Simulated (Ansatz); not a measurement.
With plane-wave PAW LDA (Ansatz code), CoPtO$_{2}$ in the trigonal phase (R-3m; Co on 3b, Pt on 3a, O on 6c) relaxes to a = 2.783 Å, c = 17.561 Å. Co has 6 nearest neighbours from 1.87 Å (octahedral); Pt has 2 nearest neighbours from 1.97 Å (linear); O has 4 nearest neighbours from 1.87 Å (tetrahedral). Its formation energy from the elements is -0.99 eV/atom, with no fitted shifts.

Electronic character: metallic (no gap).

An equation-of-state fit gives a bulk modulus of 284 GPa. The relaxed-ion elastic constants in GPa are C11 = 418, C12 = 187, C13 = 194, C14 = -10.8, C33 = 711, C44 = 88.4. The elastic constants imply a Debye temperature near 484 K. The highest mode at Γ lies at 729 cm⁻¹.

The LDA relaxation kept the symmetry of its start; of distortions, only those at the zone centre were tested. No spin polarisation was allowed. No Hubbard U is applied. Without spin polarisation and U, an open-shell compound can come out a false metal. As this level gives no gap, shear constants depend on the k-mesh and smearing (Fermi–Dirac, 0.1 eV here). As this level gives no gap, phonon frequencies hold no LO–TO term and depend on the k-mesh and smearing (Fermi–Dirac, 0.1 eV here). The references are the lowest solids computed at this level, not always the standard phases (solids in place of the gases). Spin–orbit coupling is left out wherever it is not named.

Potentials: the later of the program's two PAW sets.
